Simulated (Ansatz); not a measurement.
HgSe (zinc blende, F-43m) at seven volumes, LDA in the plane-wave PAW code Ansatz, scaled uniformly. One row is withheld.

```
V (Å³/atom)  P (GPa)
-----------  -------
25.352          6.91
26.188          4.18
27.024          1.90
27.860          0.00
28.696         -1.59
29.531         -2.92
30.367             ?
```

Problem. Fit the shown pressures and predict the withheld one.

Solution. P = (3/2)B₀(x^(7/2) − x^(5/2))[1 + (3/4)(B′ − 4)(x − 1)] with x = (V₀/V)^(2/3). Least squares on the six rows gives V₀ = 27.859 Å³/atom, B₀ = 57.9 GPa, B′ = 4.98. At V = 30.367, x = 0.9442 and P = -4.03 GPa. The run itself gave -4.02 GPa.

Symmetry was held in the LDA relaxation; phonons on a q-mesh show no instability. Spin–orbit coupling is left out wherever it is not named.

Potentials: the later of the program's two PAW sets.
